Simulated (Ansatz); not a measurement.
**Mo: from a starting cell to a relaxed one**

The start is a relaxed Mo cell, doubled along one cell vector, shaken by Gaussian noise of σ = 0.08 Å a coordinate. Cell shape, volume and atoms are optimised at zero target pressure with r2SCAN (plane waves to 500 eV, PAW, scalar-relativistic; Ansatz, an electronic-structure program). The first steps use a coarse 14×14×7 k-mesh.

Input geometry:
```yaml
crystal:
  lattice:
    - [0.00000, 2.71322, 4.44036]
    - [1.32015, 0.00000, 4.44036]
    - [2.64030, 5.42644, 0.00000]
  atoms:
    - { symbol: Mo, position: [0.24947, 0.27321, 0.12104] }
    - { symbol: Mo, position: [0.19747, 0.29279, 0.67331] }
    - { symbol: Mo, position: [0.03362, 0.98124, 0.98412] }
    - { symbol: Mo, position: [0.02825, 0.94556, 0.50152] }
```

Q: What pressure does the first self-consistent step give?

A: +3.9 GPa (positive: the cell is compressed).

Q: What is the largest force in the starting geometry, and on which atom (counted from 1)?

A: 2.30 eV/Å, on Mo2 (atoms numbered as listed).

Q: How much energy is released per atom?

A: 0.11 eV/atom.

Q: Is the parent structure recovered?

A: It relaxes back to the parent, Fddd (No. 70).

Q: How do the shortest distances between atoms change?

A: The closest pairs of elements (up to four, under 3.6 Å), start → end: Mo–Mo 2.48 → 2.64 Å.

Q: What band gap does the relaxed structure have at this level?

A: No gap (metallic).

Final structure:

```cif
data_Mo8
_chemical_formula_sum 'Mo8'
_space_group_name_H-M_alt 'Fddd :1'
_space_group_IT_number 70
_space_group_name_Hall 'F 2 2 -1d'
_cell_length_a 2.64030
_cell_length_b 5.42644
_cell_length_c 8.88074
_cell_angle_alpha 90.000
_cell_angle_beta 90.000
_cell_angle_gamma 90.000
loop_
_atom_site_label
_atom_site_type_symbol
_atom_site_symmetry_multiplicity
_atom_site_Wyckoff_symbol
_atom_site_fract_x
_atom_site_fract_y
_atom_site_fract_z
_atom_site_occupancy
Mo1 Mo 8 a 0.00000 0.00000 0.00000 1
```
(The calculation used a cell of 2 atoms; values per cell refer to that cell.)

Final values are on a 20×20×20 k-mesh of the relaxed cell. No spin polarisation in the result.

The relaxed structure here is a generated cell of Mo: the first start was made by placing the elements on the sites of a structure type, and the end was not matched to a known phase here, so it may be hypothetical. Known forms of Mo include space group No. 229.
